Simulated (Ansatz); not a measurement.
Cu Kα1 powder pattern (kinematic, no thermal factors).
```
2θ (°)  relative intensity
 12.38                   2
 18.29                   2
 19.31                   4
 22.14                   2
 24.91                   4
 26.20                   2
 26.72                   5
 31.08                   2
 32.14                 100
 36.47                   1
 37.04                  34
 37.07                  34
 37.75                  31
 42.13                   1
 45.16                   1
 45.18                   1
 49.10                   1
 52.11                   2
 53.41                  22
 53.92                  21
 53.94                  21
 59.79                   1
 63.70                  15
 63.73                  15
 64.65                  14
 67.24                  21
 78.88                   3
 78.95                   3
 80.62                   3
 87.77                   7
 88.59                   6
 88.62                   6
```

The pattern is computed from a structure relaxed with Ansatz 0.2.0, DFT PBE, scalar-relativistic, plane waves, PAW. No spin polarisation. Its elements are Al, N, Y.

Task: Give the structure.

Result: Y5AlN6.
Space group Cmmm (No. 65). a = 4.850 Å, b = 14.288 Å, c = 4.847 Å, α = 90.00°, β = 90.00°, γ = 90.00°
```
atom  site  symmetry       x       y       z
   Y    4i       m2m  0.0000  0.3389  0.0000
   Y    4j       m2m  0.0000  0.1622  0.5000
   Y    2c       mmm  0.5000  0.0000  0.5000
  Al    2a       mmm  0.0000  0.0000  0.0000
   N    4j       m2m  0.0000  0.3327  0.5000
   N    2b       mmm  0.5000  0.0000  0.0000
   N    2d       mmm  0.0000  0.0000  0.5000
   N    4i       m2m  0.5000  0.3504  0.0000
```

A pattern alone doesn't exclude other cells with like lines; this is the one computed.

Another cell of Y5AlN6 relaxed alike, in P4/mmm, lies 18 meV/atom lower, so this cell isn't the stable form at this level.

It was reached by relaxing an invented guess, and it needn't be the stable form of this composition.
